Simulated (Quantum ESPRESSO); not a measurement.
# Moving one atom in Ge2GaN3S

These are calculations, not measurements. They come from pw.x of Quantum ESPRESSO 7.5, a plane-wave density functional program, with PseudoDojo standard norm-conserving files (v0.5 for PBE, v0.4.1 for LDA and PBEsol). The cells are made up: elements, strain and atom displacements were drawn at random, and nothing was relaxed. There is no spin polarisation, spin-orbit coupling or dispersion term.

The cell has 8 sites of a zincblende or diamond lattice. Sites 1 to 4 hold Ge Ge empty Ga; sites 5 to 8 hold N N S N. Cell vectors in Å: (4.871, 0.039, 0.004); (0.039, 4.766, -0.063); (0.004, -0.063, 4.789). Settings: PBE, cutoff 1143 eV, 6 x 6 x 6 k mesh shifted by half a step, Fermi-Dirac smearing of 0.1 eV.

Each run shifts the N atom on site 8 along y and leaves all else fixed. Site 2 is one of its nearest neighbours. E is the free energy of the cell above the lowest run shown.

```
run  shift (Å)  Fy on site 8 (eV/Å)  Fy on site 2 (eV/Å)  P (GPa)  E (meV)
  1    -0.1009               -0.232                4.526    -6.36      0.0
  2    -0.0607               -0.487                4.618    -6.48     14.5
  3    -0.0245               -0.712                4.691    -6.55     36.2
  4    -0.0125               -0.785                4.714    -6.57     45.2
  5     0.0387               -1.091                4.799    -6.60     93.2
  7     0.0946               -1.411                4.872    -6.57    163.3
  6     0.0489                    ?                    ?        ?        ?
```

A rerun of one of these cells at 1437 eV and k mesh 8 x 8 x 8 moved values by no more than 0.002 eV in the cell's energy, 0.02 GPa in stress and 0.002 eV/Å in force.

## Worked fit

A parabola through the six runs shown gives Fy on site 8 = -0.861 - 6.02 u + 2.1 u² eV/Å, with u in Å and a scatter of 0.001 eV/Å. Minus the slope, 6.02 ± 0.02 eV/Å², is this atom's force constant along y at u = 0, with its periodic images moving too. The fitted force does not vanish within the range. The error is the larger of the fit's own and the change that a cubic makes, rounded up.

## Withheld run

Question: what Fy on site 8 should run 6 give?

The fit gives -1.150 eV/Å. The calculation gave -1.151 eV/Å.

```
run  shift (Å)  Fy on site 8 (eV/Å)  Fy on site 2 (eV/Å)  P (GPa)  E (meV)
  6     0.0489               -1.151                4.814    -6.60    104.7
```